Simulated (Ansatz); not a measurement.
# V (Im-3m): several responses side by side

Conventional cell: a = 2.960 Å, b = 2.960 Å, c = 2.960 Å, α = 90.00°, β = 90.00°, γ = 90.00°. V (atom 1) has 8 V at 2.56 Å as nearest neighbours.

Ansatz runs use the cell relaxed by PAW under their functional.

(1) What do its conduction electrons give? (PBEsol, all-electron LAPW in Ansatz 0.2.0, scalar-relativistic; a = 2.960 Å; k mesh 18×18×18, fine mesh 24×24×24, Fermi-Dirac smearing of 0.100 eV, basis error target 1 meV/atom)

(2) How stiff is it? (PBEsol, all-electron LAPW in Ansatz 0.2.0, scalar-relativistic; a = 2.959 Å; k mesh 26×26×26, strains of ±0.003, Fermi-Dirac smearing of 0.050 eV, basis error target 1 meV/atom)

(3) How does it vibrate? (PBEsol, all-electron LAPW in Ansatz 0.2.0, scalar-relativistic; a = 2.960 Å; k mesh 24×24×24, Fermi-Dirac smearing of 0.100 eV, basis error target 1 meV/atom; q mesh 4×4×4)

(4) Does the elastic Debye temperature match the top of the phonon spectrum?

Answers

(1) Fermi-surface sums: N(E_F) = 1.69 states/eV/atom, ħω_p (r.m.s. of x, y, z) = 8.7 eV, Fermi speed = 0.43×10⁶ m/s.

(2) Elastic moduli (Hill averages, relaxed ions; θ_D from sound speeds over directions): B = 196 GPa, G = 34.4 GPa, C11 = 294 GPa, C44 = 19.7 GPa, ν = 0.417, θ_D = 318 K.

(3) Harmonic phonons by finite displacements (negative means unstable): highest mode = 275 cm⁻¹, lowest at N = 184 cm⁻¹, lowest at P = 213 cm⁻¹, lowest at H = 275 cm⁻¹.

(4) k_Bθ_D corresponds to 221 cm⁻¹, against a highest mode of 275 cm⁻¹ on the mesh, a ratio of 0.80. The Debye cutoff comes from sound speeds alone and needn't equal it.

Known limits: large density of states at the Fermi level, a magnetic or distorted state may lie lower (Fermi surface); these sums move with the mesh, by several per cent and more for small sheets (Fermi surface); responses of metals move with mesh and smearing (moduli, phonons); C44 of V, Nb and Ta is known to come out low (moduli).
